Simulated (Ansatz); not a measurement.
ScSi2:
Space group P6/mmm (No. 191); a = 3.996 Å, b = 3.996 Å, c = 3.649 Å, α = 90.00°, β = 90.00°, γ = 120.00°

```csv
atom,site,symmetry,x,y,z
Sc,1a,6/mmm,0.0000,0.0000,0.0000
Si,2d,-6m2,0.3333,0.6667,0.5000
```

Relaxed with r²SCAN.

Problem. Tabulate the valence density and the electron localisation function along the shortest Si–Si contact (2.31 Å), plane-wave PAW r²SCAN (Ansatz code).

Solution. 

| distance from Si (Å) | density (e/Å³) | ELF |
|---|---|---|
| 0.23 | 0.09 | 0.30 |
| 0.35 | 0.16 | 0.23 |
| 0.46 | 0.26 | 0.29 |
| 0.58 | 0.37 | 0.45 |
| 0.69 | 0.46 | 0.62 |
| 0.81 | 0.51 | 0.73 |
| 0.92 | 0.52 | 0.79 |
| 1.04 | 0.52 | 0.80 |
| 1.15 | 0.52 | 0.81 |
| 1.27 | 0.52 | 0.80 |
| 1.38 | 0.52 | 0.79 |
| 1.50 | 0.51 | 0.73 |
| 1.61 | 0.46 | 0.62 |
| 1.73 | 0.37 | 0.45 |
| 1.85 | 0.26 | 0.29 |
| 1.96 | 0.16 | 0.23 |
| 2.08 | 0.09 | 0.30 |

The density is the valence pseudo-density with augmentation charge, so density and ELF within about 1 Å of a nucleus are not all-electron values.

The workflow started from an entry of the Crystallography Open Database (COD). Its standing as an ambient phase is unchecked. Symmetry was held in the r²SCAN relaxation; whether a distortion lowers the energy is not shown. The run is not spin-polarised.

Potentials: the later of the program's two PAW sets.
